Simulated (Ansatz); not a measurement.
WC:
```cif
data_CW
_chemical_formula_sum 'W1 C1'
_space_group_name_H-M_alt 'P-6m2'
_space_group_IT_number 187
_space_group_name_Hall 'P -6 2'
_cell_length_a 2.92192
_cell_length_b 2.92192
_cell_length_c 2.84692
_cell_angle_alpha 90.000
_cell_angle_beta 90.000
_cell_angle_gamma 120.000
loop_
_atom_site_label
_atom_site_type_symbol
_atom_site_symmetry_multiplicity
_atom_site_Wyckoff_symbol
_atom_site_fract_x
_atom_site_fract_y
_atom_site_fract_z
_atom_site_occupancy
W1 W 1 a 0.00000 0.00000 0.00000 1
C1 C 1 f 0.66667 0.33333 0.50000 1
```

Relaxed at zero pressure with PBE in the plane-wave PAW code Ansatz.

### Question
The volume is lowered by 3 % and shape and atoms relax at that volume. What pressure results, and how do the axes share the change?

### Answer
12.4 GPa; a -1.1 %, b -1.1 %, c -0.8 %; the energy rises by 12 meV/atom.

### Question
Give the new structure.

### Answer

Space group P-6m2 (No. 187); a = b = 2.8900 Å, c = 2.8229 Å, α = β = 90.00°, γ = 120.00°

```csv
atom,site,symmetry,x,y,z
W,1a,-6m2,0.0000,0.0000,0.0000
C,1f,-6m2,0.6667,0.3333,0.5000
```

The phase is kept; no other phase was compared at this pressure.

The PBE relaxation kept the symmetry of its start. No spin polarisation was allowed. Spin–orbit coupling is left out wherever it is not named.

Potentials: the earlier of the program's two PAW sets.
